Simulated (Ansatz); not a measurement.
Al (hcp (Mg type), P6_3/mmc) under volume change, PBEsol in the plane-wave PAW code Ansatz, shape and atoms relaxed at each volume.

```tsv
V (Å³/atom)	E − E(relaxed) (meV/atom)	P (GPa)
14.838	38.7	9.19
15.327	16.2	5.61
15.816	3.8	2.58
16.305	0.0	0.00
16.794	3.4	-2.17
17.284	12.9	-4.01
17.773	27.6	-5.57
```

**Question.** What does a third-order Birch–Murnaghan fit give for V₀, B₀ and B′?

**Answer.** V₀ = 16.31 Å³/atom, B₀ = 78.6 GPa, B′ = 4.5.

The workflow started from a Materials Project entry (that database holds measured and hypothetical structures alike); the Crystallography Open Database copy checked does not list it. It is not the phase usual at ambient conditions (space group No. 225). The cell was relaxed with PBEsol under the symmetry of its start; phonons on a q-mesh show no instability.

Potentials: the earlier of the program's two PAW sets.
